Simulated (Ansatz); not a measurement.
BaTiO3 in space group P4mm (No. 99; Ba on 1b, Ti on 1a, O on 2c, O on 1a), DFT-LDA in the program Ansatz with PAW potentials, all energies at zero smearing, with the estimated change up to a 700 eV cutoff added, with one set of potentials and settings (totals compare only within such a set). Cell of 5 atoms (1 Ba, 1 Ti, 3 O): -9904.659 eV.

```tsv
element	reference phase	E (eV/atom)
Ba	Im-3m, 1 atoms in the cell	-5779.7058
Ti	P6/mmm, 3 atoms in the cell	-2450.3338
O	C2/m, 4 atoms in the cell, spin-polarised	-552.6597
```

Formation energy per atom, worked out: (-9904.659 − 1×(-5779.7058) − 1×(-2450.3338) − 3×(-552.6597))/5 = -3.328 eV/atom (-321 kJ per mol of atoms), at 0 K, without zero-point energy or fitted corrections.

The LDA relaxation kept the symmetry of its start. At this level the phase is dynamically unstable (imaginary phonons). The run is not spin-polarised. The references are the lowest solids computed at this level, not always the standard phases (solids in place of the gases). Spin–orbit coupling is left out wherever it is not named.

Potentials: the earlier of the program's two PAW sets.
